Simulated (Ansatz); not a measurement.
Elastic constants of ZnPt (P4/mmm), step by step

```xyz
2
Lattice="2.8525 0.0000 0.0000 0.0000 2.8525 0.0000 0.0000 0.0000 3.4779" Properties=species:S:1:pos:R:3 pbc="T T T"
Zn    1.4263    1.4263    1.7390
Pt    0.0000    0.0000    0.0000
```

Level of theory, where no other is named: r²SCAN, PAW on Ansatz 0.2.0's default frozen-core files (fitted under PBE), scalar-relativistic. k mesh 14×14×12, strains of ±0.008, Fermi-Dirac smearing of 0.100 eV, cutoff 500 eV. The cell was relaxed by PAW under this functional.

The cell is tetragonal and carries a residual pressure of -0.01 GPa at this level. Each strain component that symmetry leaves independent is applied at ±0.008, the ions relax wherever a strain frees them, and the stress (tension positive, GPa) is read. Shears are engineering strains, γ = 2ε.

```tsv
strain	size	σxx	σyy	σzz	σyz	σxz	σxy
xx	-0.008	-2.7457	-0.8665	-1.3480	0.0000	0.0000	0.0000
xx	+0.008	2.5371	0.8386	1.3190	0.0000	0.0000	0.0000
zz	-0.008	-1.3669	-1.3669	-1.8966	0.0000	0.0000	0.0000
zz	+0.008	1.2994	1.2994	1.8403	0.0000	0.0000	0.0000
yz	-0.008	-0.0122	-0.0071	-0.0038	-0.6800	0.0000	0.0000
yz	+0.008	-0.0122	-0.0071	-0.0038	0.6800	0.0000	0.0000
xy	-0.008	-0.0038	-0.0038	0.0003	0.0000	0.0000	-0.4732
xy	+0.008	-0.0038	-0.0038	0.0003	0.0000	0.0000	0.4732
```

A central difference gives one constant, for example C11 ≈ (2.5371 − (-2.7457))/(0.016) = 330.2 GPa; the program then imposes the crystal's symmetry on the whole matrix.

What are the independent elastic constants?

C11 = 330.2, C12 = 106.6, C13 = 166.7, C33 = 233.6, C44 = 85.0, C66 = 59.1 GPa.

Is the crystal stable against homogeneous strain?

The least eigenvalue of the 6×6 matrix is 59.1 GPa, so yes.

What moduli does a random aggregate of grains have?

Voigt and Reuss bounds: B from 195.8 to 197.1 and G from 66.8 to 76.1 GPa; their means are B = 196.5 and G = 71.5 GPa. Then E = 9BG/(3B + G) = 191.2 GPa, ν = (3B − 2G)/(6B + 2G) = 0.338 and B/G = 2.75, on the ductile side of Pugh's 1.75 (a rule of thumb).

With the density of 15.283 g/cm³, how fast does sound travel, and what Debye temperature follows?

```csv
direction,slow (m/s),middle (m/s),fast (m/s)
x,1967,2358,4648
y,1967,2358,4648
z,2358,2358,3909
```

The mean of v⁻³ over directions and branches gives v_m = 2408 m/s and θ_D = (ħ/k_B) v_m (6π²n)^(1/3) = 296 K, n being atoms per volume. Young's modulus spans 106 to 243 GPa over directions, and the universal anisotropy index is 0.70.

Known limits: frozen-core PAW files fitted under PBE, their cores solved anew for the functional of the run; responses of metals move with mesh and smearing; no spin-orbit coupling on heavy atoms; the softest shear constant rests on one k mesh, and a soft shear can herald a distortion on cooling; elastic stability says nothing of phonons or of other phases.
